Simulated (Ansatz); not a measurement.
Bi:
```
Bi
1.0
    2.31583    -2.25521     0.00000
    2.31583     2.25521     0.00000
    0.00000     0.00000     6.35851
Bi
2
Direct
  0.56076   0.43924   0.75000
  0.43924   0.56076   0.25000
```

Relaxed with PBEsol. Special points in fractions of this cell's reciprocal vectors: Γ (0.000, 0.000, 0.000); Y (0.500, 0.500, 0.000); F0 (0.487, 0.513, 0.000); Δ0 (-0.487, 0.487, 0.000); Z (0.000, 0.000, 0.500); B0 (-0.487, 0.487, 0.500); G0 (0.487, 0.513, 0.500); T (0.500, 0.500, 0.500); S (0.000, 0.500, 0.000); R (0.000, 0.500, 0.500).

List the band energies nearest the Fermi level at these points for PBEsol in the plane-wave PAW code Ansatz.

In eV from the Fermi level; about four levels below and three above (degenerate sets whole), none deeper than 8.9 eV; points with the same levels are listed once.

```json
[
 {"k": "Γ", "below": "-5.17", "above": "3.20 3.31 3.39"},
 {"k": "Y", "below": "-2.89 -1.52 -1.51 -1.28", "above": "2.74 4.32 5.12"},
 {"k": "F0", "below": "-2.88 -1.51 -1.51 -1.29", "above": "2.76 4.30 5.12"},
 {"k": "Z", "below": "-1.82 -1.82", "above": "3.85 3.85 3.98 3.98"},
 {"k": "B0", "below": "-2.63 -2.63 -2.47 -2.47", "above": "2.21 2.21 3.39 3.39"},
 {"k": "T", "below": "-2.64 -2.64 -2.47 -2.47", "above": "2.22 2.22 3.37 3.37"},
 {"k": "S", "below": "-5.11 -3.24 -3.17", "above": "2.08 5.19 5.91"},
 {"k": "R", "below": "-4.46 -4.46", "above": "0.29 0.29 5.38 5.38"}
]
```

Space group Cmcm. The first step of the workflow began from a Materials Project structure, measured or hypothetical; the Crystallography Open Database copy checked does not list it. It is not the phase usual at ambient conditions (space group No. 166). The cell was relaxed with PBEsol under the symmetry of its start; its stability against distortions is not shown here. Spin–orbit coupling is left out wherever it is not named.

Potentials: the later of the program's two PAW sets.
